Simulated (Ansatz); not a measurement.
VBiO₄: from a starting cell to a relaxed one

The start is a randomly generated symmetric cell of VBiO4 (space group No. 99). Cell shape, volume and atoms are optimised at zero target pressure with PBE (plane waves to 420 eV, PAW, scalar-relativistic; Ansatz, a first-principles code). The first steps use a coarse 6×6×5 k-mesh.

Starting cell:
```
CELL_PARAMETERS angstrom
      4.28396     0.00000     0.00000
      0.00000     4.28396     0.00000
      0.00000     0.00000     4.86856
ATOMIC_POSITIONS crystal
  Bi 0.50000 0.50000 0.51224
  O  0.16990 0.50000 0.74429
  O  0.83010 0.50000 0.74429
  O  0.50000 0.16990 0.74429
  O  0.50000 0.83010 0.74429
  V  0.00000 0.00000 0.22385
```
Spin-polarised start, with parallel moments on V.

Initial pressure: +58 GPa (positive: the cell is compressed)
Energy released: 1.99 eV/atom
Volume change: -1.5 %, from 14.89 to 14.67 Å³/atom
Band gap at the end: zero (metallic)
Moments at the end: net 0.55 μB/atom, ferromagnetic
Optimiser moves: 28

Final structure:

```cif
data_BiO4V
_chemical_formula_sum 'Bi1 O4 V1'
_space_group_name_H-M_alt 'P4/mmm'
_space_group_IT_number 123
_space_group_name_Hall '-P 4 2'
_cell_length_a 4.98122
_cell_length_b 4.98122
_cell_length_c 3.54621
_cell_angle_alpha 90.000
_cell_angle_beta 90.000
_cell_angle_gamma 90.000
loop_
_atom_site_label
_atom_site_type_symbol
_atom_site_symmetry_multiplicity
_atom_site_Wyckoff_symbol
_atom_site_fract_x
_atom_site_fract_y
_atom_site_fract_z
_atom_site_occupancy
Bi1 Bi 1 c 0.50000 0.50000 0.00000 1
O1 O 4 o 0.14741 0.50000 0.50000 1
V1 V 1 b 0.00000 0.00000 0.50000 1
```

Final values are on a 10×10×13 k-mesh of the relaxed cell. The relaxed cell holds bonded O–O pairs (1.47 Å). Spin state reached: ferromagnetic (net 0.55 μB/atom), from parallel starting moments; other spin orders were not run from this start. No Hubbard U is applied.

The run could not lose the symmetry of its start, so the end can be a saddle point.

The relaxed structure here is a generated cell of VBiO4: the first start was made by a random draw of sites in a space group, and the end was not matched to a known phase here, so it may be hypothetical. Known forms of VBiO4 include space group No. 88.
